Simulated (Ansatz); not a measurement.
## Ca (fcc, Cu type), frozen-phonon scan

Starting cell, Ca (fcc, Cu type):

```xyz
2
Lattice="0.0000 5.5686 5.5686 2.7843 0.0000 2.7843 2.7843 2.7843 0.0000" Properties=species:S:1:pos:R:3 pbc="T T T"
Ca     0.0000     0.0000     0.0000
Ca     2.7843     2.7843     5.5686
```

A phonon eigenvector at L = (0.5, 0.0, 0.0) is frozen into this cell: atom i moves by Q times the vector below, so Q is the largest atomic displacement, in Å. The cell is held. It is one choice among 2 degenerate patterns. (q is in reciprocal vectors of the primitive cell; the cell shown is doubled to hold the pattern.)

```json
[
 {"atom": "Ca1", "x": "0.285", "y": "-0.520", "z": "0.805"},
 {"atom": "Ca2", "x": "-0.285", "y": "0.520", "z": "-0.805"}
]
```

Method: r2SCAN (plane waves to 500 eV, PAW, scalar-relativistic; Ansatz, an electronic-structure program). k mesh 7×14×14 (Γ-centred), Fermi-Dirac smearing 0.05 eV. The energy includes the smearing's −TS. With partly filled bands, energies and forces of such displacements shift with the k mesh and the smearing. Ca was relaxed with its symmetry unable to fall. The PAW data are Ansatz's earlier set. The zero of ΔE is the undisplaced structure.

```json
[
 {"Q (Å)": "-0.280", "ΔE (meV/cell)": "63", "−dE/dQ from forces (eV/Å)": "0.413"},
 {"Q (Å)": "-0.233", "ΔE (meV/cell)": "45", "−dE/dQ from forces (eV/Å)": "0.362"},
 {"Q (Å)": "-0.187", "ΔE (meV/cell)": "29", "−dE/dQ from forces (eV/Å)": "0.301"},
 {"Q (Å)": "-0.140", "ΔE (meV/cell)": "17", "−dE/dQ from forces (eV/Å)": "0.233"},
 {"Q (Å)": "-0.093", "ΔE (meV/cell)": "7", "−dE/dQ from forces (eV/Å)": "0.159"},
 {"Q (Å)": "-0.047", "ΔE (meV/cell)": "2", "−dE/dQ from forces (eV/Å)": "0.081"},
 {"Q (Å)": "0.000", "ΔE (meV/cell)": "0", "−dE/dQ from forces (eV/Å)": "0.000"},
 {"Q (Å)": "0.047", "ΔE (meV/cell)": "2", "−dE/dQ from forces (eV/Å)": "-0.081"},
 {"Q (Å)": "0.093", "ΔE (meV/cell)": "7", "−dE/dQ from forces (eV/Å)": "-0.159"},
 {"Q (Å)": "0.140", "ΔE (meV/cell)": "17", "−dE/dQ from forces (eV/Å)": "-0.233"},
 {"Q (Å)": "0.187", "ΔE (meV/cell)": "29", "−dE/dQ from forces (eV/Å)": "-0.301"},
 {"Q (Å)": "0.233", "ΔE (meV/cell)": "45", "−dE/dQ from forces (eV/Å)": "-0.362"},
 {"Q (Å)": "0.280", "ΔE (meV/cell)": "63", "−dE/dQ from forces (eV/Å)": "-0.413"}
]
```

Derived quantities:

```
Quantity                                                                                                             Result
-----------------------------------------------------------  --------------------------------------------------------------
Energy at Q = 0.280 Å                                                                                           63 meV/cell
Space group of the distorted cell                                                           P-1 (No. 2), lowered from Fm-3m
Symmetry of the curve                                                                         even: the same for both signs
Shape of the curve                                           a single well with its minimum at or next to zero displacement
Harmonic wavenumber from the curvature (finite differences)                                                         77 cm⁻¹
Wavenumber by perturbation theory (DFPT, on another k mesh)                                                         77 cm⁻¹
```

(For displaced atoms, the force is minus the slope of the energy, and its curvature is a force constant, which sets phonon frequencies.)
